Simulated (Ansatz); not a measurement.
AgAuO₂:
Space group P2₁/c (No. 14); a = 5.6603 Å, b = 3.8544 Å, c = 5.4776 Å, α = γ = 90.00°, β = 104.60°

```
atom  site  symmetry       x       y       z
----  ----  --------  ------  ------  ------
Ag      2d        -1  0.5000  0.0000  0.5000
Au      2a        -1  0.0000  0.0000  0.0000
O       4e         1  0.1980  0.2939  0.2797
```

Relaxed at zero pressure with r²SCAN (plane waves, PAW; program Ansatz).

Task: The volume is lowered by 9 % and shape and atoms relax at that volume. What pressure results, and how do the axes share the change?

Result: 8.7 GPa; a 0.7 %, b -9.5 %, c -0.2 %; the energy rises by 32 meV/atom.

Task: Give the new structure.

Result: 
Space group P2₁/c (No. 14); a = 5.700 Å, b = 3.489 Å, c = 5.467 Å, α = 90.00°, β = 104.53°, γ = 90.00°

```csv
atom,site,symmetry,x,y,z
Ag,2d,-1,0.5000,0.0000,0.5000
Au,2a,-1,0.0000,0.0000,0.0000
O,4e,1,0.2044,0.3141,0.2773
```

The phase is kept; no other phase was compared at this pressure.

Space group P2_1/c. The workflow started from a Materials Project entry (that database holds measured and hypothetical structures alike); the Crystallography Open Database copy checked does not list it. Whether it is the stable phase at ambient conditions was not checked. The r²SCAN relaxation kept the symmetry of its start; whether a distortion lowers the energy is not shown. No spin polarisation was allowed. Scalar-relativistic: spin–orbit coupling is off unless named, which matters more the heavier the elements.

Potentials: the later of the program's two PAW sets.
